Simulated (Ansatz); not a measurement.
The start is a generated cell, MgO built in the AFLOW prototype AB_oP8_62_c_c (B16, as in GeS). A full variable-cell relaxation at zero pressure is run with r2SCAN (plane waves to 500 eV, PAW, scalar-relativistic; Ansatz, a quantum-chemistry and plane-wave program). The first steps use a coarse 3×8×7 k-mesh.

Starting cell:
```yaml
crystal:
  lattice:
    - [8.75957, 0.00000, 0.00000]
    - [0.00000, 3.05997, 0.00000]
    - [0.00000, 0.00000, 3.60639]
  atoms:
    - { symbol: O, position: [0.37500, 0.25000, 0.33300] }
    - { symbol: O, position: [0.87500, 0.25000, 0.16700] }
    - { symbol: O, position: [0.62500, 0.75000, 0.66700] }
    - { symbol: O, position: [0.12500, 0.75000, 0.83300] }
    - { symbol: Mg, position: [0.13900, 0.25000, 0.38900] }
    - { symbol: Mg, position: [0.63900, 0.25000, 0.11100] }
    - { symbol: Mg, position: [0.86100, 0.75000, 0.61100] }
    - { symbol: Mg, position: [0.36100, 0.75000, 0.88900] }
```

How large is the pressure on the unrelaxed cell, and of which sign?

-20.4 GPa (negative: the cell is under tension).

Does the structure survive the relaxation? Give the final space group.

The space group goes from Pnma (No. 62) to Fm-3m (No. 225); the end is rock salt type, with 2 atoms in the primitive cell.

By how much does the energy per atom fall from start to end?

0.62 eV/atom.

How do the shortest distances between atoms change?

The closest pairs of elements (up to four, under 3.6 Å), start → end: Mg–O 2.08 → 2.10 Å; O–O 2.93 → 2.98 Å; Mg–Mg 2.99 → 2.98 Å.

Is the relaxed structure metallic? Give its gap.

5.68 eV, direct at Γ (no spin-orbit coupling).

Write out the relaxed structure.


Space group Fm-3m (No. 225); a = 4.208 Å, b = 4.208 Å, c = 4.208 Å, α = 90.00°, β = 90.00°, γ = 90.00°

| atom | site | symmetry | x | y | z |
|---|---|---|---|---|---|
| O | 4a | m-3m | 0.0000 | 0.0000 | 0.0000 |
| Mg | 4b | m-3m | 0.5000 | 0.5000 | 0.5000 |
(The calculation used a cell of 2 atoms; values per cell refer to that cell.)

Final values are on a 13×13×13 k-mesh of the relaxed cell. No spin polarisation in the result.

The run could not lose the symmetry of its start.
